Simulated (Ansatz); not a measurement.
CH2F2 on a (100) slab of Zr (P6_3/mmc (No. 194)), 6 planes, outer planes Zr (top) and Zr (bottom), 1 a cell of 32.6 Å², relaxed and still whole (its atoms last):

```yaml
crystal:
  lattice:
    - [6.37101, 0.00000, 0.00000]
    - [0.00000, 5.11009, 0.00000]
    - [0.00000, 0.00000, 26.15373]
  atoms:
    - { symbol: Zr, position: [0.50000, 0.75000, 0.30588] }
    - { symbol: Zr, position: [0.00000, 0.75000, 0.30588] }
    - { symbol: Zr, position: [0.75000, 0.25000, 0.34104] }
    - { symbol: Zr, position: [0.25000, 0.25000, 0.34104] }
    - { symbol: Zr, position: [0.75000, 0.75000, 0.41136] }
    - { symbol: Zr, position: [0.25000, 0.75000, 0.41136] }
    - { symbol: Zr, position: [0.99974, 0.24996, 0.44566] }
    - { symbol: Zr, position: [0.50027, 0.24990, 0.44561] }
    - { symbol: Zr, position: [0.99592, 0.74739, 0.51533] }
    - { symbol: Zr, position: [0.50452, 0.74732, 0.51546] }
    - { symbol: Zr, position: [0.25054, 0.24805, 0.54512] }
    - { symbol: Zr, position: [0.74969, 0.24151, 0.55177] }
    - { symbol: F, position: [0.75800, 0.95948, 0.71620] }
    - { symbol: C, position: [0.75647, 0.92074, 0.66509] }
    - { symbol: F, position: [0.75222, 0.17666, 0.64240] }
    - { symbol: H, position: [0.61211, 0.82207, 0.65251] }
    - { symbol: H, position: [0.90239, 0.82794, 0.65182] }
```

All numbers below come from DFT PBE+D3(BJ), scalar-relativistic, plane waves, PAW in Ansatz. Settings: cutoff 420 eV, Γ-centred mesh 3×4×1 on the computed 17-atom cell, Gaussian smearing of 0.10 eV; no spin polarisation. A dipole correction removes the field between periodic images along c.

It binds with 0.53 eV a molecule against the clean slab and the free molecule (no zero-point or thermal terms); its shortest contact is F–Zr 2.39 Å. Take first-order desorption with no barrier to adsorption, no reaction on the face and an assumed prefactor of 10^13 s⁻¹.

(1) How long does a molecule stay at 473 K?

(2) Where does its peak lie in a desorption experiment heated at 5 K/s?

(3) Is this physisorption or chemisorption?

## Answers

(1) τ = ν⁻¹·exp(E/k_BT) with k_BT = 0.0408 eV: E/k_BT = 13.0, so τ ≈ 4×10^-8 s. At about one hit a site a second (10⁻⁶ mbar) the coverage is near τ × 1 s⁻¹, so a layer needs roughly 2×10^1 mbar.

(2) The peak obeys E/(k_B·T_p²) = (ν/β)·exp(−E/k_BT_p). Solving gives T_p ≈ 203 K (E/k_BT_p = 30.2). An error of 0.1 eV in E moves it by about 38 K, and larger molecules have larger prefactors, which lowers it.

(3) The tightest contact, F–Zr 2.39 Å, is 1.03 times the sum of covalent radii, and deformation and lateral interaction add up to +0.05 eV. This is chemisorption.